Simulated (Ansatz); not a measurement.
Total density of states per atom from PBEsol (plane waves, PAW; program Ansatz), in 0.25 eV bins, energy from the valence-band maximum:

```json
[
 {"E (eV)": "-7.85", "states/eV/atom": "0.26"},
 {"E (eV)": "-7.60", "states/eV/atom": "0.26"},
 {"E (eV)": "-7.35", "states/eV/atom": "0.27"},
 {"E (eV)": "-7.10", "states/eV/atom": "0.28"},
 {"E (eV)": "-6.85", "states/eV/atom": "0.27"},
 {"E (eV)": "-6.60", "states/eV/atom": "0.28"},
 {"E (eV)": "-6.35", "states/eV/atom": "0.28"},
 {"E (eV)": "-6.10", "states/eV/atom": "0.28"},
 {"E (eV)": "-5.85", "states/eV/atom": "0.28"},
 {"E (eV)": "-5.60", "states/eV/atom": "0.31"},
 {"E (eV)": "-5.35", "states/eV/atom": "0.34"},
 {"E (eV)": "-5.10", "states/eV/atom": "0.38"},
 {"E (eV)": "-4.85", "states/eV/atom": "0.41"},
 {"E (eV)": "-4.60", "states/eV/atom": "0.41"},
 {"E (eV)": "-4.35", "states/eV/atom": "0.36"},
 {"E (eV)": "-4.10", "states/eV/atom": "0.29"},
 {"E (eV)": "-3.85", "states/eV/atom": "0.28"},
 {"E (eV)": "-3.60", "states/eV/atom": "0.27"},
 {"E (eV)": "-3.35", "states/eV/atom": "0.27"},
 {"E (eV)": "-3.10", "states/eV/atom": "0.25"},
 {"E (eV)": "-2.85", "states/eV/atom": "0.29"},
 {"E (eV)": "-2.60", "states/eV/atom": "0.30"},
 {"E (eV)": "-2.35", "states/eV/atom": "0.26"},
 {"E (eV)": "-2.10", "states/eV/atom": "0.29"},
 {"E (eV)": "-1.85", "states/eV/atom": "0.26"},
 {"E (eV)": "-1.60", "states/eV/atom": "0.20"},
 {"E (eV)": "-1.35", "states/eV/atom": "0.18"},
 {"E (eV)": "-1.10", "states/eV/atom": "0.08"},
 {"E (eV)": "-0.85", "states/eV/atom": "0.02"},
 {"E (eV)": "-0.60", "states/eV/atom": "0.01"},
 {"E (eV)": "-0.35", "states/eV/atom": "0.01"},
 {"E (eV)": "-0.10", "states/eV/atom": "0.00"},
 {"E (eV)": "0.15", "states/eV/atom": "0.00"},
 {"E (eV)": "0.40", "states/eV/atom": "0.00"},
 {"E (eV)": "0.65", "states/eV/atom": "0.00"},
 {"E (eV)": "0.90", "states/eV/atom": "0.00"},
 {"E (eV)": "1.15", "states/eV/atom": "0.00"},
 {"E (eV)": "1.40", "states/eV/atom": "0.00"},
 {"E (eV)": "1.65", "states/eV/atom": "0.00"},
 {"E (eV)": "1.90", "states/eV/atom": "0.00"},
 {"E (eV)": "2.15", "states/eV/atom": "0.00"},
 {"E (eV)": "2.40", "states/eV/atom": "0.00"},
 {"E (eV)": "2.65", "states/eV/atom": "0.00"},
 {"E (eV)": "2.90", "states/eV/atom": "0.03"},
 {"E (eV)": "3.15", "states/eV/atom": "0.04"},
 {"E (eV)": "3.40", "states/eV/atom": "0.11"},
 {"E (eV)": "3.65", "states/eV/atom": "0.23"},
 {"E (eV)": "3.90", "states/eV/atom": "0.34"},
 {"E (eV)": "4.15", "states/eV/atom": "0.36"},
 {"E (eV)": "4.40", "states/eV/atom": "0.39"},
 {"E (eV)": "4.65", "states/eV/atom": "0.36"},
 {"E (eV)": "4.90", "states/eV/atom": "0.32"},
 {"E (eV)": "5.15", "states/eV/atom": "0.30"},
 {"E (eV)": "5.40", "states/eV/atom": "0.29"},
 {"E (eV)": "5.65", "states/eV/atom": "0.32"},
 {"E (eV)": "5.90", "states/eV/atom": "0.34"},
 {"E (eV)": "6.15", "states/eV/atom": "0.34"},
 {"E (eV)": "6.40", "states/eV/atom": "0.35"},
 {"E (eV)": "6.65", "states/eV/atom": "0.37"},
 {"E (eV)": "6.90", "states/eV/atom": "0.33"},
 {"E (eV)": "7.15", "states/eV/atom": "0.31"},
 {"E (eV)": "7.40", "states/eV/atom": "0.35"}
]
```

Problem. Which compound is it?
(A) CuC6, Amm2 (Pearson symbol oS14)
(B) C, Ibam (C on 8j, C on 4a)
(C) SiC, 4H polytype
(D) RuC, P-6m2 (Ru on 1a, C on 1f)

Solution. B, C, Ibam (C on 8j, C on 4a). Top 1 eV of the valence band: C 2p 97 %. Bottom 1 eV of the conduction band: C 2p 71 %, C 2s 22 %, outside the projected shells 7 %. Projections are on Löwdin-orthogonalised atomic valence shells; empty p or d shells of many metals are not among them.

The start of the workflow was typed in or built on a structure type; neither database checked (COD, Materials Project) lists it. It is not the phase usual at ambient conditions (space group No. 194, 227). The cell was relaxed with PBEsol under the symmetry of its start; its stability against distortions is not shown here. The volume moved by 18 % from the start of the relaxation.

Potentials: the earlier of the program's two PAW sets. The files were generated under PBE; for other functionals the program regenerates the frozen cores, and for LDA and PBEsol the local potential too.
